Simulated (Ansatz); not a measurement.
## Equation of state of BaHCl and its gap

A database entry relaxed whole under r2SCAN (P4/nmm):

```xyz
6
Lattice="4.4033 0.0000 0.0000 0.0000 4.4033 0.0000 0.0000 0.0000 7.2239" Properties=species:S:1:pos:R:3 pbc="T T T"
Ba    0.0000    2.2017    1.4988
Ba    2.2017    0.0000    5.7251
H     0.0000    0.0000    0.0000
H     2.2017    2.2017    0.0000
Cl    0.0000    2.2017    4.7267
Cl    2.2017    0.0000    2.4972
```

The cell was scaled uniformly, its shape held, and the atoms relaxed at each volume with plane-wave PAW DFT (Ansatz 0.2.0; r2SCAN, 500 eV, 6×6×4 Γ-centred mesh, fermi-dirac occupations of width 0.020 eV; no spin, no spin-orbit coupling). One row is withheld.

| volume (Å³/atom) | energy over the lowest (meV/atom) | pressure (GPa) | gap over mesh and path (eV) |
| --- | --- | --- | --- |
| 21.943 | 10.6 | 2.56 | 3.572 |
| 22.410 | 4.5 | 1.62 | 3.651 |
| 22.877 | 1.1 | 0.77 | 3.721 |
| 23.344 | 0.0 | 0.00 | 3.785 |
| 23.811 | 1.0 | -0.69 | 3.844 |
| 24.278 | ? | ? | ? |
| 24.745 | 8.5 | -1.85 | 3.961 |

Fit the pressures of the other rows to the third-order Birch-Murnaghan form.

With f = [(V₀/V)^(2/3) − 1]/2 and P = 3B₀f(1 + 2f)^(5/2)[1 + 3(B₀′ − 4)f/2], least squares gives V₀ = 23.35 Å³ an atom, B₀ = 36.1 GPa and B₀′ = 4.4; the rows miss the fit by less than 0.01 GPa. The slope of the energies differs from these pressures by less than 0.05 GPa.

How does the gap move with volume?

A parabola in ln(V/V₀) through the other rows has the slope dE_g/d ln V = +3.2 eV at V₀, so by B₀ the gap moves by -89 meV a GPa at this fixed shape: it narrows under pressure.

What does the withheld row hold?

The fit gives -1.30 GPa at 24.278 Å³; the run gave -1.30 GPa and 3.9 meV an atom. Its gap is 3.908 eV, against 3.905 eV from the parabola.

Caveats: the shape of the cell was held, so B₀ is an upper bound where the axes differ in stiffness; 0 K, fixed nuclei; the symmetry was kept, and this need not be the phase that is stable at 0 K; one mesh for all volumes; r2SCAN gaps lie as a rule under measured ones; the slope of the gap can be off by tens of per cent, more where shallow d levels or spin-orbit coupling act on the edges; pressure is positive in compression.
